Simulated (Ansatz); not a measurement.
Yb:
```xyz
1
Lattice="-1.9939 1.9939 1.9939 1.9939 -1.9939 1.9939 1.9939 1.9939 -1.9939" Properties=species:S:1:pos:R:3 pbc="T T T"
Yb     0.0000     0.0000     0.0000
```

Relaxed with PBEsol.

List the phonon frequencies at the special points (DFPT on a 5×5×5 q-mesh, Fourier-interpolated; PBEsol in the plane-wave PAW code Ansatz).

In cm⁻¹.

| q | frequencies |
|---|---|
| Γ | 0 0 0 |
| H | 102 102 102 |
| N | 32 73 97 |
| P | 74 74 74 |

Space group Im-3m (bcc (W type)). The first step of the workflow began from a Materials Project structure, measured or hypothetical; the Crystallography Open Database copy checked does not list it. It is not the phase usual at ambient conditions (space group No. 225). Symmetry was held in the PBEsol relaxation; whether a distortion lowers the energy is not shown. No spin polarisation was allowed. The 4f shell is in the valence. No Hubbard U is applied. As this level gives no gap, phonon frequencies hold no LO–TO term and depend on the k-mesh and smearing (Fermi–Dirac, 0.1 eV here). Scalar-relativistic: spin–orbit coupling is off unless named, which matters more the heavier the elements.

Potentials: the later of the program's two PAW sets.
